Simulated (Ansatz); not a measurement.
Re in space group P-6m2 (No. 187; Re on 2g, Re on 2h, Re on 1a, Re on 1f) under volume change, PBE (plane waves, PAW; program Ansatz), shape and atoms relaxed at each volume.

```json
[
 {"V (Å³/atom)": "13.603", "E − E(relaxed) (meV/atom)": "163.0", "P (GPa)": "42.24"},
 {"V (Å³/atom)": "14.052", "E − E(relaxed) (meV/atom)": "68.4", "P (GPa)": "25.82"},
 {"V (Å³/atom)": "14.500", "E − E(relaxed) (meV/atom)": "16.2", "P (GPa)": "11.87"},
 {"V (Å³/atom)": "14.949", "E − E(relaxed) (meV/atom)": "0.0", "P (GPa)": "0.00"},
 {"V (Å³/atom)": "15.397", "E − E(relaxed) (meV/atom)": "14.5", "P (GPa)": "-10.08"},
 {"V (Å³/atom)": "15.846", "E − E(relaxed) (meV/atom)": "55.0", "P (GPa)": "-18.62"},
 {"V (Å³/atom)": "16.294", "E − E(relaxed) (meV/atom)": "117.5", "P (GPa)": "-25.84"}
]
```

**Question.** What does a third-order Birch–Murnaghan fit give for V₀, B₀ and B′?

**Answer.** V₀ = 14.95 Å³/atom, B₀ = 363 GPa, B′ = 4.4.

The start of the workflow was typed in or built on a structure type; neither database checked (COD, Materials Project) lists it. It is not the phase usual at ambient conditions (space group No. 194). Symmetry was held in the PBE relaxation; its stability against distortions is not shown here. The run is not spin-polarised. Spin–orbit coupling is left out wherever it is not named.

Potentials: the earlier of the program's two PAW sets.
